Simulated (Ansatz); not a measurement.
Trial structures of CsBe3Ag: starts and ends

Computed with DFT PBE, scalar-relativistic, plane waves, PAW (Ansatz 0.2.0). All cells share a 420 eV cutoff and Γ-centred k meshes spaced at most about 0.3 Å⁻¹ (about 0.25 or finer for metals, 2π included). No spin polarisation in the final relaxations.

Each guess was relaxed in cell and atoms at zero pressure, within the symmetry of its start. All energies are static (0 K, no zero-point motion). Coordination counts all near atoms (those within 1.25 times the shortest distance at each site; a plus sign parts nearer from farther groups; a slash parts the counts of unlike sites).

```
guess     made from  start group  V start (Å³/atom)               end group  V end (Å³/atom)  coordination at the end  gap on mesh (eV)  E over the lowest end (meV/atom)
    1  TlCuCl3 type        Pm-3m               16.1  Pm-3m (antiperovskite)             21.0      Cs 12+8, Be 2, Ag 6                 0                               257
    2   random cell         Pmmm               20.1                       ?                ?                        ?                 ?                                 ?
    3   random cell         Cmmm               18.7                    Cmmm             21.7   Cs 2+4, Be 2/2+2, Ag 8                 0                               476
    4   random cell       P4/mmm               20.7                  P4/mmm             27.3       Cs 2+8, Be 4, Ag 4                 0                                 0
    5  CeSiPt3 type         P4mm               18.3                    P4mm             23.0  Cs 16, Be 2+2/5, Ag 1+4                 0                                29
```

Guess 2 as it starts:

```cif
data_structure
_symmetry_space_group_name_H-M 'P 1'
_symmetry_Int_Tables_number 1
_cell_length_a 4.0840
_cell_length_b 4.2646
_cell_length_c 5.7798
_cell_angle_alpha 90.000
_cell_angle_beta 90.000
_cell_angle_gamma 90.000
_cell_volume 100.66
loop_
_atom_site_label
_atom_site_type_symbol
_atom_site_fract_x
_atom_site_fract_y
_atom_site_fract_z
_atom_site_occupancy
Cs1 Cs 0.50000 0.50000 0.50000 1
Be1 Be 0.00000 0.50000 0.30824 1
Be2 Be 0.00000 0.50000 0.69176 1
Be3 Be 0.00000 0.00000 0.00000 1
Ag1 Ag 0.00000 0.50000 0.00000 1
```

Question: Predict the end of this guess and its energy over the lowest end.

Answer: It ends in space group Pmmm (No. 47), with a = 4.420 Å, b = 6.498 Å, c = 6.721 Å, 38.6 Å³/atom and no gap. It lies 0.50 eV/atom over the lowest end, above guess 3 and so the highest of the set. Counting all near atoms, this end has Cs 4, Be 2, Ag 4 and the lowest (guess 4) has Cs 2+8, Be 4, Ag 4.

```xyz
5
Lattice="4.4197 0.0000 0.0000 0.0000 6.4980 0.0000 0.0000 0.0000 6.7209" Properties=species:S:1:pos:R:3 pbc="T T T"
Cs    2.2099    3.2490    3.3604
Be    2.2099    2.2010    0.0000
Be    2.2099    4.2971    0.0000
Be    0.0000    0.0000    0.0000
Ag    2.2099    0.0000    0.0000
```

Formation energies are uncorrected and refer to the elements' standard structures at the same level.

Question: Is the lowest end bound against the elements?

Answer: No: its formation energy is +0.62 eV/atom. It can't be a ground state, since the elements alone are lower.

The zero gap of Pm-3m may come from the functional, which often closes small gaps, or the cell may be a true semimetal. Cells relaxed within their symmetry can be saddle points. A lower structure may well exist outside this small set. Some candidate types were left out of the draw beforehand, so a known form may be missing.
